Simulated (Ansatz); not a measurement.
Input:

GaNi₃C:
```cif
data_CGaNi3
_chemical_formula_sum 'Ga1 C1 Ni3'
_space_group_name_H-M_alt 'P 1'
_space_group_IT_number 1
_cell_length_a 3.73338
_cell_length_b 3.73338
_cell_length_c 3.73338
_cell_angle_alpha 90.000
_cell_angle_beta 90.000
_cell_angle_gamma 90.000
loop_
_space_group_symop_operation_xyz
  'x, y, z'
loop_
_atom_site_label
_atom_site_type_symbol
_atom_site_fract_x
_atom_site_fract_y
_atom_site_fract_z
_atom_site_occupancy
Ga1 Ga 0.00000 0.00000 0.00000 1
C1 C 0.50000 0.50000 0.50000 1
Ni1 Ni 0.00000 0.50000 0.50000 1
Ni2 Ni 0.50000 0.50000 0.00000 1
Ni3 Ni 0.50000 0.00000 0.50000 1
```

This is the PBEsol-relaxed structure.

All from the program Ansatz at the PBEsol level (PAW), unless another level is named. Estimate the electronic character.

metallic (no gap).

And the density of states at the Fermi level?

0.45 states/eV per atom (mean over ±0.08 eV).

Give the formation energy from the elements (no fitted shifts).

-0.13 eV/atom.

Next, the gap with spin–orbit coupling?

none (metallic).

Space group Pm-3m (anti-perovskite). A made-up cell: these elements were put on the sites of a structure type; the Crystallography Open Database copy checked does not list it. Whether it is the stable phase at ambient conditions was not checked. The PBEsol relaxation kept the symmetry of its start; its stability against distortions is not shown here. The workflow began spin-polarised and lost its moments. The references are the lowest solids computed at this level, not always the standard phases. Scalar-relativistic: spin–orbit coupling is off unless named, which matters more the heavier the elements.

Potentials: the later of the program's two PAW sets.
